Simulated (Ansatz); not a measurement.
## Te: from a starting cell to a relaxed one

The start is a relaxed Te cell, doubled along one cell vector, shaken by Gaussian noise of σ = 0.08 Å a coordinate. The structure is fully relaxed (lattice and positions, P = 0) with PBEsol (plane waves to 420 eV, PAW, scalar-relativistic; Ansatz, a first-principles code). The first steps use a coarse 6×3×4 k-mesh.

The start:
```
Te
1.0
    4.31638     0.00000     0.00000
   -4.31638     7.47620     0.00000
    0.00000     0.00000     5.95546
Te
6
Cartesian
  1.24135   0.03330   1.90271
 -0.90648   3.66479   1.94527
 -0.70330   1.05539   3.95626
 -2.91220   4.83196   4.06919
  1.50704   2.61298  -0.10250
 -0.78615   6.47634  -0.11964
```

* **Largest initial force**: about 0.7 eV/Å, on Te6 (atoms numbered as listed)
* **Energy released**: 0.03 eV/atom
* **Relative to the parent**: It returns to the parent structure, P3₁21 (No. 152)
* **Shortest distances (start → end)**: The closest pairs of elements (up to four, under 3.6 Å), start → end: Te–Te 2.79 → 2.91 Å
* **Band gap at the end**: zero, with touching bands (no spin-orbit coupling). The gap comes from the SCF mesh and the high-symmetry points alone
* **Optimiser moves**: 9

Relaxed structure:

```cif
data_Te3
_chemical_formula_sum 'Te3'
_space_group_name_H-M_alt 'P3121'
_space_group_IT_number 152
_space_group_name_Hall 'P 31 2"'
_cell_length_a 4.31658
_cell_length_b 4.31658
_cell_length_c 5.95490
_cell_angle_alpha 90.000
_cell_angle_beta 90.000
_cell_angle_gamma 120.000
loop_
_atom_site_label
_atom_site_type_symbol
_atom_site_symmetry_multiplicity
_atom_site_Wyckoff_symbol
_atom_site_fract_x
_atom_site_fract_y
_atom_site_fract_z
_atom_site_occupancy
Te1 Te 3 a 0.28416 0.28416 0.00000 1
```

Final values are on a 13×13×8 k-mesh of the relaxed cell. No spin polarisation in the result. Without spin-orbit coupling the bands of the heavy element are not split, so the gap can be far off.
